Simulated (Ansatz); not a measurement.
Method: r2SCAN, no spin polarisation; PAW, plane waves to 500 eV, 6×6×6 Γ-centred mesh, fermi-dirac occupations (width 0.1 eV) (Ansatz 0.2.0), atoms fixed.

Computed maps in the lattice plane spanned by a (left to right, 5.80 Å, 18 points from zero) and b (bottom to top, 5.80 Å, 18 points from zero), 90° apart, at height 0.000 along c. The fields are smooth PAW ones with compensation charges, not the true ones near nuclei.

Valence density. Digits on a logarithmic scale: 0 up to 0.03 e/Å³, each further digit a factor of 1.6, 9 from 1.3 e/Å³ up:
```
999655543111234599
997688864222455679
656899986334688866
445899996446899985
335899996556999985
324689987777999985
212466789998899864
112345799999766643
112345799999754321
134666799999754321
246899889998766421
358999977778998642
358999965569999853
458999864469999854
666888643368999865
997655422246888679
999543211134555699
999643321112334699
```

Q: The cell is Sr$_{2}$LuCuO$_{6}$. Which atoms lie within 0.2 Å of this plane, and where (fractions of a and b)?

A: Lu at (0.50, 0.50), Cu at (0.00, 0.00), O at (0.23, 0.29), O at (0.29, 0.77), O at (0.77, 0.71), O at (0.71, 0.23). The whole cell:
```
CELL_PARAMETERS angstrom
0.00000 5.80125 0.00000
5.80125 0.00000 0.00000
2.90063 2.90063 -4.14176
ATOMIC_POSITIONS crystal
Lu 0.50000 0.50000 0.00000
Cu 0.00000 0.00000 0.00000
O 0.22770 0.28610 0.00000
O 0.28610 0.77230 0.00000
O 0.77230 0.71390 0.00000
O 0.71390 0.22770 0.00000
O 0.25710 0.25710 0.48580
O 0.74290 0.74290 0.51420
Sr 0.75000 0.25000 0.50000
Sr 0.25000 0.75000 0.50000
```

Origin: a known structure type with other elements, at an estimated volume, so it need not be a known compound. Caveats: many states at the Fermi level without spin polarisation, so a magnetic state may lie lower; atoms or cell far from equilibrium.
